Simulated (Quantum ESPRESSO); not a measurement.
Parts of the isotropic shielding in RbCl, by PBE GIPAW (a modified build of Quantum ESPRESSO, JTH PAW datasets), 25 Ha, k-mesh 4×4×4 shifted:

```xyz
2
Lattice="0.0000 3.2895 3.2895 3.2895 0.0000 3.2895 3.2895 3.2895 0.0000" Properties=species:S:1:pos:R:3 pbc="T T T"
Rb     0.0000     0.0000     0.0000
Cl     3.2895     3.2895     3.2895
```
The cell was made here from an entry of the Crystallography Open Database (unchecked): atoms relaxed with PBE in the measured cell (PBE without dispersion, pw.x of Quantum ESPRESSO, symmetry kept).  Stability against distortions was not tested.

The core term is that of the free atom's frozen core; the paramagnetic column sums the reconstruction terms. Shieldings are absolute and leave out the bulk-susceptibility term; a larger σ means a smaller chemical shift. In our sweeps, cutoffs and meshes of this size left a few ppm, and up to some 20 ppm on atoms from Zn on. Spin–orbit coupling is left out; its weight grows with the heaviest atom, Rb here. No d partial waves on Cl: the paramagnetic term there is incompletely reconstructed.

| site | core | bare (smooth current) | diamagnetic correction | paramagnetic corrections | σ_iso (ppm) |
|---|---|---|---|---|---|
| Rb (atom 1) | 3328.1 | 110.8 | -23.4 | … | … |
| Cl (atom 2) | 1050.8 | 82.9 | -12.1 | … | … |

Q: What belongs in the gaps?

A: 
- Rb (atom 1), paramagnetic corrections: -392.7
- Rb (atom 1), σ_iso (ppm): 3022.8
- Cl (atom 2), paramagnetic corrections: -247.6
- Cl (atom 2), σ_iso (ppm): 874.0
